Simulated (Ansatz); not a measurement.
W (bcc (W type), Im-3m), a = b = c = 3.1684 Å, α = β = γ = 90.00°; the cell used has 1 atom.

Relaxed with r²SCAN.

Which orbitals make up the states near the Fermi level in r²SCAN (plane waves, PAW; program Ansatz)?

Within 0.5 eV of the Fermi level: W 5d 87 %, outside the projected shells 9 %. Projections are on Löwdin-orthogonalised atomic valence shells; empty p or d shells of many metals are not among them.

Tabulate the density of states.

States/eV per cell of 1 atom, in 0.25 eV bins, energy from the Fermi level.

```tsv
E (eV)	total	W 5d	W 6s	W 5p
-7.85	0.11	0.01	0.09	0.00
-7.60	0.13	0.01	0.10	0.00
-7.35	0.15	0.02	0.12	0.00
-7.10	0.17	0.03	0.13	0.01
-6.85	0.21	0.05	0.14	0.01
-6.60	0.34	0.15	0.18	0.01
-6.35	0.59	0.35	0.22	0.01
-6.10	0.60	0.38	0.20	0.01
-5.85	0.67	0.47	0.19	0.01
-5.60	0.75	0.56	0.17	0.01
-5.35	0.82	0.65	0.15	0.01
-5.10	0.96	0.81	0.14	0.01
-4.85	1.11	0.96	0.12	0.02
-4.60	0.86	0.76	0.08	0.01
-4.35	0.46	0.43	0.03	0.01
-4.10	0.34	0.32	0.01	0.00
-3.85	0.50	0.48	0.01	0.01
-3.60	1.55	1.51	0.01	0.02
-3.35	1.92	1.86	0.01	0.02
-3.10	1.27	1.22	0.02	0.01
-2.85	1.08	1.02	0.04	0.01
-2.60	1.08	0.99	0.05	0.01
-2.35	1.28	1.13	0.09	0.02
-2.10	1.85	1.58	0.17	0.02
-1.85	1.29	1.10	0.11	0.01
-1.60	0.98	0.85	0.07	0.01
-1.35	0.67	0.55	0.06	0.01
-1.10	0.40	0.31	0.04	0.00
-0.85	0.36	0.27	0.03	0.00
-0.60	0.34	0.26	0.03	0.00
-0.35	0.34	0.27	0.02	0.00
-0.10	0.35	0.29	0.01	0.00
0.15	0.44	0.38	0.01	0.00
0.40	0.61	0.57	0.02	0.00
0.65	0.64	0.61	0.02	0.00
0.90	0.68	0.65	0.01	0.00
1.15	0.75	0.71	0.01	0.00
1.40	0.82	0.79	0.01	0.00
1.65	0.94	0.91	0.01	0.00
1.90	1.03	0.99	0.01	0.00
2.15	1.01	0.98	0.01	0.00
2.40	1.06	1.03	0.01	0.00
2.65	1.05	1.02	0.01	0.00
2.90	1.06	1.03	0.02	0.00
3.15	1.34	1.29	0.03	0.00
3.40	2.84	2.70	0.10	0.00
3.65	1.27	1.12	0.10	0.00
3.90	0.93	0.72	0.16	0.00
4.15	0.62	0.47	0.11	0.00
4.40	0.54	0.40	0.09	0.00
4.65	0.48	0.36	0.08	0.00
```

Symmetry was held in the r²SCAN relaxation. The run is not spin-polarised. Scalar-relativistic: spin–orbit coupling is off unless named, which matters more the heavier the elements.

Potentials: the later of the program's two PAW sets.
